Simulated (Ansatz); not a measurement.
YSi in space group I4_1/amd (No. 141; Y on 4b, Si on 4a) under volume change, plane-wave PAW PBE (Ansatz code), shape and atoms relaxed at each volume.

```csv
V (Å³/atom),E − E(relaxed) (meV/atom),P (GPa)
20.096,45.9,7.92
20.759,19.5,4.92
21.421,4.7,2.30
22.084,0.0,0.00
22.746,4.3,-2.01
23.409,16.2,-3.73
24.071,34.8,-5.20
```

Question: What does a third-order Birch–Murnaghan fit give for V₀, B₀ and B′?

Answer: V₀ = 22.08 Å³/atom, B₀ = 70.9 GPa, B′ = 3.6.

A made-up cell: these elements were put on the sites of a structure type; neither database checked (COD, Materials Project) lists it. Whether it is the stable phase at ambient conditions was not checked. The PBE relaxation kept the symmetry of its start; its stability against distortions is not shown here. The run is not spin-polarised.

Potentials: the later of the program's two PAW sets.
